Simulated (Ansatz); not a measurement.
Al₃Ni₂:
```cif
data_Al3Ni2
_chemical_formula_sum 'Al3 Ni2'
_space_group_name_H-M_alt 'P 1'
_space_group_IT_number 1
_cell_length_a 4.00845
_cell_length_b 4.00845
_cell_length_c 4.85775
_cell_angle_alpha 90.000
_cell_angle_beta 90.000
_cell_angle_gamma 120.000
loop_
_space_group_symop_operation_xyz
  'x, y, z'
loop_
_atom_site_label
_atom_site_type_symbol
_atom_site_fract_x
_atom_site_fract_y
_atom_site_fract_z
_atom_site_occupancy
Al1 Al 0.00000 0.00000 0.00000 1
Al2 Al 0.33333 0.66667 0.64829 1
Al3 Al 0.66667 0.33333 0.35171 1
Ni1 Ni 0.33333 0.66667 0.14621 1
Ni2 Ni 0.66667 0.33333 0.85379 1
```

Relaxed with r²SCAN.

Question: Which orbitals make up the states near the Fermi level in r²SCAN in the plane-wave PAW code Ansatz?

Answer: Within 0.5 eV of the Fermi level: Al 3p 45 %, Ni 3d 40 %, Al 3s 6 %, outside the projected shells 7 %. Projections are on Löwdin-orthogonalised atomic valence shells; empty p or d shells of many metals are not among them.

Question: Tabulate the density of states.

Answer: States/eV per cell of 5 atoms, in 0.25 eV bins, energy from the Fermi level.

```csv
E (eV),total,Ni 3d,Al 3p,Al 3s
-7.85,0.79,0.02,0.38,0.26
-7.60,0.80,0.03,0.38,0.27
-7.35,0.92,0.04,0.44,0.32
-7.10,1.03,0.05,0.48,0.36
-6.85,1.15,0.08,0.52,0.43
-6.60,1.31,0.11,0.55,0.52
-6.35,1.24,0.13,0.51,0.50
-6.10,1.26,0.17,0.51,0.49
-5.85,1.36,0.22,0.56,0.48
-5.60,1.53,0.33,0.63,0.48
-5.35,1.79,0.47,0.72,0.50
-5.10,1.83,0.60,0.66,0.48
-4.85,2.23,0.88,0.72,0.52
-4.60,1.89,0.78,0.66,0.35
-4.35,2.04,0.90,0.74,0.28
-4.10,2.44,1.17,0.87,0.25
-3.85,4.22,2.51,1.25,0.26
-3.60,5.29,3.45,1.42,0.23
-3.35,4.43,3.15,0.99,0.15
-3.10,7.19,5.79,1.14,0.10
-2.85,4.14,3.38,0.65,0.03
-2.60,7.87,6.48,1.08,0.13
-2.35,8.14,6.68,1.25,0.07
-2.10,8.63,7.49,0.91,0.06
-1.85,15.58,14.32,0.89,0.07
-1.60,4.77,4.05,0.49,0.03
-1.35,3.38,2.39,0.73,0.07
-1.10,3.70,2.31,1.04,0.12
-0.85,3.57,1.90,1.30,0.14
-0.60,2.16,1.02,0.87,0.11
-0.35,1.57,0.65,0.69,0.09
-0.10,1.19,0.45,0.55,0.07
0.15,1.17,0.47,0.53,0.06
0.40,1.11,0.42,0.52,0.07
0.65,1.02,0.35,0.49,0.06
0.90,0.96,0.31,0.49,0.06
1.15,0.95,0.28,0.51,0.06
1.40,1.06,0.29,0.59,0.08
1.65,1.36,0.37,0.73,0.14
1.90,1.09,0.25,0.59,0.12
2.15,0.86,0.17,0.44,0.10
2.40,0.87,0.16,0.34,0.17
2.65,1.66,0.33,0.47,0.49
2.90,2.09,0.38,0.64,0.57
3.15,2.42,0.39,0.83,0.57
3.40,2.43,0.35,0.90,0.51
3.65,2.36,0.33,0.91,0.50
3.90,2.36,0.30,0.96,0.50
4.15,2.07,0.23,0.87,0.41
4.40,1.66,0.17,0.73,0.31
4.65,1.92,0.19,0.90,0.33
4.90,1.95,0.17,0.90,0.31
```

Space group P-3m1 (La2O3 or Ni2Al3 type). The workflow started from a Materials Project entry (that database holds measured and hypothetical structures alike); the Crystallography Open Database copy checked does not list it. Whether it is the stable phase at ambient conditions was not checked. Symmetry was held in the r²SCAN relaxation; of distortions, only those at the zone centre were tested. The run is not spin-polarised.

Potentials: the later of the program's two PAW sets.
